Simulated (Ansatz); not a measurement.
Starting cell, NiSi₂ (fluorite type, space group Fm-3m):

```
CELL_PARAMETERS angstrom
      0.00000     2.69483     2.69483
      2.69483     0.00000     2.69483
      2.69483     2.69483     0.00000
ATOMIC_POSITIONS crystal
  Ni 0.00000 0.00000 0.00000
  Si 0.25000 0.25000 0.25000
  Si 0.75000 0.75000 0.75000
```

Scan: atom 2 (Si, nearest neighbour Ni at 2.334 Å; its periodic images, 3.8 Å or more away, move with it) is displaced towards the nearest neighbour, direction (-0.577, -0.577, -0.577) in Cartesian axes, by s. The other atoms stay.

Method: r2SCAN (plane waves to 500 eV, PAW, scalar-relativistic; Ansatz, a program for electronic structure). k mesh 12×12×12 (Γ-centred), Fermi-Dirac smearing 0.05 eV. E stands for the smeared free energy. Stress and pressure are positive under compression. With partly filled bands, energies and forces of such displacements shift with the k mesh and the smearing. F∥ is the force on the atom along that direction. On this mesh the relaxed cell isn't quite at rest: it carries a pressure of -0.3 GPa (compression positive) at the zero of the scan. NiSi2 is run without spin polarisation. NiSi2 was relaxed with its symmetry unable to fall. The PAW data are Ansatz's earlier set. ΔE is measured from the undisplaced structure.

| s (Å) | ΔE (meV/cell) | P (GPa) | F∥ (eV/Å) |
|---|---|---|---|
| -0.230 | 191 | 2.3 | 1.504 |
| -0.184 | 127 | 1.5 | 1.272 |
| -0.138 | 74 | 0.8 | 1.012 |
| -0.092 | 34 | 0.2 | 0.715 |
| -0.046 | 9 | -0.1 | 0.377 |
| 0.000 | 0 | -0.3 | 0.000 |
| 0.046 | 9 | -0.1 | -0.411 |
| 0.092 | 38 | 0.3 | -0.864 |
| 0.138 | 90 | 1.1 | -1.371 |
| 0.184 | 166 | 2.1 | -1.942 |
| 0.230 | 270 | 3.4 | -2.595 |

Key numbers:

| Item | Result |
|---|---|
| Energy at s = 0.230 Å | 270 meV/cell |
| Force along the line at s = -0.230 Å | 1.50 eV/Å |
| Symmetry of the curve | not even: the positive side lies higher at ±0.230 Å |
| Shape of the curve | a single well with its minimum at or next to zero displacement |
| Force constant k = d²E/ds² at s = 0 (finite differences) | 8.57 eV/Å² |
| Harmonic estimate at the end of the scan | ½ks² = 227 meV/cell against the computed 270 meV/cell, so the well is stiffer than harmonic there |

The 11 points together took about 4 core-minutes (a rough figure).

(A displaced cell: forces are minus the slopes of the energy, force constants its curvatures, and phonons follow from these.)
